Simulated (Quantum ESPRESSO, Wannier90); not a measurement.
Wannierisation of Pb$_{2}$SeS (P4/mmm)

```
begin unit_cell_cart
ang
    4.2971300000    0.0000000000    0.0000000000
    0.0000000000    4.2971300000    0.0000000000
    0.0000000000    0.0000000000    6.0924300000
end unit_cell_cart
begin atoms_frac
Pb   0.0000000000  0.0000000000  0.0000000000
Pb   0.5000000000  0.5000000000  0.5000000000
Se   0.5000000000  0.5000000000  0.0000000000
S    0.0000000000  0.0000000000  0.5000000000
end atoms_frac
```

Structure: Materials Project mp-1219943, symmetrised, not relaxed again. Not found in the COD (Crystallography Open Database) copy used; not checked further. Level: PBEsol, spinors with spin-orbit coupling; pw.x of Quantum ESPRESSO at 69 Ry with PseudoDojo potentials, 6×6×4 k-points, Wannier90. Density: 8×8×6 mesh, Gaussian smearing 0.01 Ry. With spin-orbit coupling a semilocal functional can close or falsely invert a small gap; the band order was not checked against a better method.

A tight-binding model is made by disentanglement and projection with no localisation steps (num_iter = 0), so the 32 orbitals stay atom-like: hydrogen-like Pb: s;p; Se: s;p; S: s;p, axes along x, y, z; frozen window up to 1.50 eV relative to the Fermi level. It follows pw.x to 1.9 meV rms for states up to 1.0 eV relative to the Fermi level. Matrix elements depend on this choice of orbitals and windows.

### Question
What are the on-site energies relative to the Fermi level, and how fast do the hoppings decay?

### Answer
```json
[
 {"atom": "Pb1", "orbitals": "s↑ s↓", "energy (eV)": "-6.83"},
 {"atom": "Pb1", "orbitals": "pz↑ pz↓ px↑ px↓ py↑ py↓", "energy (eV)": "1.92"},
 {"atom": "Pb2", "orbitals": "s↑ s↓", "energy (eV)": "-6.80"},
 {"atom": "Pb2", "orbitals": "pz↑ pz↓", "energy (eV)": "1.97"},
 {"atom": "Pb2", "orbitals": "px↑ px↓ py↑ py↓", "energy (eV)": "1.99"},
 {"atom": "Se3", "orbitals": "s↑ s↓", "energy (eV)": "-11.83"},
 {"atom": "Se3", "orbitals": "pz↑ pz↓ px↑ px↓ py↑ py↓", "energy (eV)": "-1.20"},
 {"atom": "S4", "orbitals": "s↑ s↓", "energy (eV)": "-11.34"},
 {"atom": "S4", "orbitals": "pz↑ pz↓ px↑ px↓ py↑ py↓", "energy (eV)": "-1.35"}
]
```

```csv
distance of the centres (Å),largest modulus (eV)
3–4,1.9
4–5,0.35
5–6,0.011
6–7,0.39
7–8,0.0027
8–9,0.0090
9–10,0.076
10–11,0.0028
11–12,0.0027
```

Effective spin-orbit constants λ of λ L·S, from the same-site elements px↑–py↑ (λ/2) and dx2-y2↑–dxy↑ (λ), where they are among the larger elements: Pb2 p 1.3 eV, Pb1 p 1.2 eV.
